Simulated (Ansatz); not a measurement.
Cd2TeSe:
```xyz
4
Lattice="4.4433 0.0000 0.0000 -2.2216 3.8480 0.0000 0.0000 0.0000 7.2715" Properties=species:S:1:pos:R:3 pbc="T T T"
Cd     2.2216     1.2827     3.5164
Cd     0.0000     0.0000     0.1087
Te     0.0000     0.0000     4.5666
Se     2.2216     1.2827     0.8833
```

PBEsol in the plane-wave PAW code Ansatz gives a gap of 0.16 eV without spin–orbit coupling, maximum at Γ, minimum at Γ.

Q: What happens when spin–orbit coupling is switched on?

A: The gap closes at this level.

Space group P3m1. The first step of the workflow began from a Materials Project structure, measured or hypothetical; the Crystallography Open Database copy checked does not list it. Its standing as an ambient phase is unchecked. The cell was relaxed with PBEsol under the symmetry of its start; of distortions, only those at the zone centre were tested.

Potentials: the later of the program's two PAW sets.
